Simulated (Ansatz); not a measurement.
BN (zinc blende)

Space group F-43m (No. 216); a = 3.6247 Å, b = 3.6247 Å, c = 3.6247 Å, α = 90.00°, β = 90.00°, γ = 90.00°

| atom | site | symmetry | x | y | z |
|---|---|---|---|---|---|
| N | 4c | -43m | 0.2500 | 0.2500 | 0.2500 |
| B | 4a | -43m | 0.0000 | 0.0000 | 0.0000 |
(The calculation used a cell of 2 atoms; values per cell refer to that cell.)

Two coordinates are scanned: the volume, and the ratio of the stretch along z (the conventional c axis) to the stretch across it. Atoms keep their fractional coordinates.

These are PBE (plane waves to 420 eV, PAW, scalar-relativistic; Ansatz, a quantum-chemistry and plane-wave program) values and carry that method's errors. k mesh 16×16×16 (Γ-centred), Fermi-Dirac smearing 0.05 eV. Stress and pressure are positive under compression. BN was relaxed with its symmetry unable to fall.

Changes of σzz (GPa) from the point V/V₀ = 1.000, (c/a)/(c/a)₀ = 1.000 when one coordinate moves alone (two changes are said to add if the coupling is within 5 % of the smaller one, nearly so within 20 %):

| point | change |
|---|---|
| V/V₀ = 1.000, (c/a)/(c/a)₀ = 0.920 | 29.89 |
| V/V₀ = 1.000, (c/a)/(c/a)₀ = 0.960 | 15.64 |
| V/V₀ = 0.920, (c/a)/(c/a)₀ = 1.000 | 36.09 |
| V/V₀ = 0.960, (c/a)/(c/a)₀ = 1.000 | 16.34 |
| V/V₀ = 1.040, (c/a)/(c/a)₀ = 1.000 | -13.54 |
| V/V₀ = 1.080, (c/a)/(c/a)₀ = 1.000 | -24.77 |
| V/V₀ = 1.000, (c/a)/(c/a)₀ = 1.040 | -16.84 |
| V/V₀ = 1.000, (c/a)/(c/a)₀ = 1.080 | -34.69 |

Question: What is the change at V/V₀ = 1.080, (c/a)/(c/a)₀ = 1.080, where both move, and how far is it from the sum?

Answer: The sum of the single changes is -24.77 + (-34.69) = -59.46; the calculation gives -56.75, so the coupling contributes 2.71 (under 20 % of the smaller single change, nearly additive).

Question: What is the change at V/V₀ = 1.080, (c/a)/(c/a)₀ = 0.960, where both move, and how far is it from the sum?

Answer: The sum of the single changes is -24.77 + (15.64) = -9.13; the calculation gives -10.20, so the coupling contributes -1.07 (under 20 % of the smaller single change, nearly additive).

Question: Do the two effects add at V/V₀ = 1.040, (c/a)/(c/a)₀ = 0.920? Give the computed change.

Answer: The sum of the single changes is -13.54 + (29.89) = 16.35; the calculation gives 15.37, so the coupling contributes -0.98 (under 20 % of the smaller single change, nearly additive).

(Under strain, the slope of the energy per volume gives the stress and its curvature an elastic modulus.)
